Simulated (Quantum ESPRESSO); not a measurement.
Kohn-Sham bands of PbSe (Cmcm)

```
CELL_PARAMETERS angstrom
      4.30975     0.00000     0.00000
      0.00000     0.00000    -4.45049
     -2.15488     6.13394     0.00000
ATOMIC_POSITIONS crystal
  Pb 0.36824 0.25000 0.73648
  Pb 0.63176 0.75000 0.26352
  Se 0.13871 0.25000 0.27742
  Se 0.86129 0.75000 0.72258
```

Materials Project entry mp-1063670; symmetrised, unrelaxed at this level. Not found in the COD (Crystallography Open Database) copy used, which has the formula in other groups; not checked further. Level: PBEsol, no spin polarisation, no spin-orbit coupling; pw.x of Quantum ESPRESSO at 69 Ry with PseudoDojo potentials, 6×6×6 k-points, Wannier90. Density: 8×8×8 mesh, Gaussian smearing 0.01 Ry. Spin-orbit coupling is left out although heavy elements are present.

Energies are relative to the valence-band maximum; weights are on the orthonormalised atomic waves of the pseudopotential files, averaged over the group. 60 electrons a cell are treated as valence.

**Question.** Into which isolated groups do the bands fall, where do they lie and what are they made of?

**Answer.** 
```
bands  from (eV)  to (eV)  filling             weight on atomic waves
-----  ---------  -------  -------  ---------------------------------
1–10      -46.85   -46.84   filled                        Se 3d 100 %
11–20     -16.50   -16.32   filled                         Pb 5d 99 %
21–22     -13.09   -11.60   filled  Se 4s 79 %, Pb 6p 13 %, Pb 6s 6 %
23–24      -8.47    -6.24   filled  Pb 6s 75 %, Se 4p 16 %, Se 4s 8 %
25–30      -4.30    -0.02   filled  Se 4p 69 %, Pb 6p 24 %, Pb 6s 5 %
```

The Kohn-Sham gap over both meshes and the path is 0.79 eV.
